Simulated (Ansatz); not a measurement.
# Strain response of Mg

Method: Ansatz, DFT r2SCAN, scalar-relativistic, plane waves, PAW. (500 eV cutoff, 15×15×8 k-mesh, Gaussian smearing of 0.10 eV, no spin polarisation)

Reference structure (relaxed):

```xyz
2
Lattice="3.1939 0.0000 0.0000 -1.5969 2.7660 0.0000 0.0000 0.0000 5.1044" Properties=species:S:1:pos:R:3 pbc="T T T"
Mg    0.0000    1.8440    1.2761
Mg    1.5969    0.9220    3.8283
```

Deformation: biaxial strain in the a-b plane, with the length and tilt of c and the atoms relaxed, all within the symmetry that the strain leaves. Energies are extrapolated to zero smearing. Stress is positive in compression, on the Cartesian axes of the cell above.

```tsv
strain (%)	ΔE (meV/atom)	a (Å)	b (Å)	c (Å)	σxx (GPa)	σyy (GPa)	σzz (GPa)
-4.5	28.5	3.050	3.050	5.233	4.94	4.94	0.00
-3.0	12.0	3.098	3.098	5.192	3.01	3.01	0.00
-1.5	2.9	3.146	3.146	5.149	1.40	1.40	-0.01
+0.0	0.0	3.194	3.194	5.104	0.01	0.01	0.02
+1.5	2.8	3.242	3.242	5.082	-1.37	-1.37	0.00
+3.0	11.3	3.290	3.290	5.059	-2.53	-2.53	0.00
+4.5	24.2	3.338	3.338	5.027	-3.45	-3.45	0.00
```